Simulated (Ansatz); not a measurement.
# SrTiO$_{3}$: do energies and stresses tell the same story?

Computed with DFT r2SCAN, scalar-relativistic, plane waves, PAW in Ansatz 0.2.0.

Plane waves to 500 eV, a k mesh through Γ of 8×8×8 on the computed 5-atom cell and Gaussian smearing (0.02 eV); no spin polarisation.

Relaxed cell: Pm-3m, a = 3.907 Å, b = 3.907 Å, c = 3.907 Å, α = 90.00°, β = 90.00°, γ = 90.00°, 5 atoms in the primitive cell. Whether it is the stable form of this composition wasn't checked.

Energies at zero smearing and pressures from the stress tensor, at volumes with shape and atoms relaxed:
| V (Å³/atom) | E − E(first) (meV/atom) | P (GPa) |
| --- | --- | --- |
| 11.211 | 0.00 | 13.42 |
| 11.569 | -21.67 | 6.18 |
| 11.926 | -28.40 | 0.01 |
| 12.284 | -22.41 | -5.23 |
| 12.642 | -5.61 | -9.70 |

Question: Check P = −dE/dV between neighbouring volumes, and get the bulk modulus from the pressures alone.

Answer: With 1 eV/Å³ = 160.2 GPa:
```
middle V (Å³/atom)  −ΔE/ΔV (GPa) mean P (GPa)
            11.390         9.704         9.802
            11.747         3.013         3.097
            12.105        -2.681        -2.609
            12.463        -7.527        -7.466
```

The two differ by 0.10 GPa at most. The mean of two end pressures misses the average over a step by about ΔV² P″/12, up to 0.10 GPa here; with that taken off 0.00 GPa remains. Around V = 11.926 Å³/atom, the two neighbours give B = −V ΔP/ΔV = 11.926 × 11.41 / 0.716 = 190.2 GPa, against B0 = 189.3 GPa from the Birch–Murnaghan fit of the energies.

A ferromagnetic start lost its moments in a first run, so spin was left out; other magnetic orders weren't tried.

Symmetry holds off the tilts and polar distortions that many cubic perovskites undergo.

Cost: 6 runs of about 0.81 core-minutes in all, on AMD EPYC 9R45 (Zen 5) (shared hosts).